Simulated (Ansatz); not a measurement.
Below is a relaxed structure of Sn3PbO4. The cell was found from a structure generator's guess, not taken from experiment.

Method: Ansatz, DFT PBE, scalar-relativistic, plane waves, PAW. Cutoff 420 eV, Γ-centred mesh, Gaussian smearing, no spin polarisation.

```
Sn Pb O
1.0
     5.52320    0.00000    0.00000
     0.00000    5.52320    0.00000
     0.00000    0.00000    5.20527
Sn Pb O
3 1 4
Direct
  0.00000 0.50000 0.21881
  0.50000 0.00000 0.21881
  0.00000 0.00000 0.78523
  0.50000 0.50000 0.75289
  0.75403 0.24597 0.00607
  0.24597 0.75403 0.00607
  0.75403 0.75403 0.00607
  0.24597 0.24597 0.00607
```

The zero of energy is the elements' standard structures at the same level (O₂ as a molecule); no fitted shifts are applied. The references include grey tin.

(1) Find its symmetry and describe it.

(2) What is its formation energy per atom?

(3) Is it a metal?

Answers

(1) P4mm (No. 99). Conventional cell: a = 5.523 Å, c = 5.205 Å. Around Sn on a site of symmetry 2mm lie 4 O at 2.25 Å; Sn on a site of symmetry 4mm is surrounded by 4 O at 2.24 Å; Pb is surrounded by 4 O at 2.38 Å; O has 3 Sn at 2.24–2.25 Å, 1 Pb at 2.38 Å and 4 O at 2.72–2.81 Å.

(2) −1.229 eV/atom. It lies below the elements, which doesn't yet make it stable against other compounds or structures.

(3) No, the gap on the 6×6×6 mesh is 0.73 eV.

The last run used a 6×6×6 mesh for its 8-atom cell and Gaussian smearing of 0.02 eV. No dispersion correction is applied, so the spacing and binding between layers, chains or molecules are poorly described. These runs have no spin–orbit coupling, which can matter for Pb. Kohn–Sham gaps at this level usually fall short of measured ones. The missing spin–orbit coupling can work the other way here. A structure relaxed within its symmetry needn't be a true minimum.
